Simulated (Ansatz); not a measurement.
# ScPt: strain and displacement

```
CELL_PARAMETERS angstrom
3.27000 0.00000 0.00000
0.00000 3.27000 0.00000
0.00000 0.00000 3.27000
ATOMIC_POSITIONS crystal
Sc 0.50000 0.50000 0.50000
Pt 0.00000 0.00000 0.00000
```

Atom numbers follow the list: Sc1, Pt2.

The geometry is COD entry 1537628, unchecked; take it as a test cell.

Spin polarisation is left out, and whether a magnetic state lies lower isn't shown here.

Spin–orbit coupling is left out, though it moves levels of the heavy atoms by tenths of an eV or more.

Method: DFT, LDA, all-electron LAPW, scalar-relativistic (Ansatz 0.2.0).

Numerical set-up: a Γ-centred 10×10×10 k mesh, Fermi–Dirac smearing of 0.05 eV, basis error target 0.25 meV/atom, no spin polarisation.

The unchanged cell is at -5.42 GPa.

In a metal, stresses and small energies carry noise from the k mesh.

x, y and z are the Cartesian axes of the cell as listed; fractional coordinates follow a strain, and an engineering shear is twice the off-diagonal strain component.

With equal xy, yz and zx engineering shear strains of -2 %: energy change +3 meV/atom; stress change (xx, yy, zz, yz, xz, xy) 0.14, 0.14, 0.14, 1.04, 1.04, 1.04 GPa, compression positive.

Q: With this change (equal xy, yz and zx engineering shear strains of -1 %), what becomes of the energy and stress?

A: Energy change under 1 meV/atom; stress change (xx, yy, zz, yz, xz, xy) 0.04, 0.04, 0.04, 0.49, 0.49, 0.49 GPa, compression positive.

Q: With this change (equal xy, yz and zx engineering shear strains of +1 %), what becomes of the energy and stress?

A: Energy change under 1 meV/atom; stress change (xx, yy, zz, yz, xz, xy) 0.03, 0.03, 0.03, -0.46, -0.46, -0.46 GPa, compression positive.

With equal xy, yz and zx engineering shear strains of +2 %: energy change +3 meV/atom; stress change (xx, yy, zz, yz, xz, xy) 0.14, 0.14, 0.14, -0.91, -0.91, -0.91 GPa, compression positive.
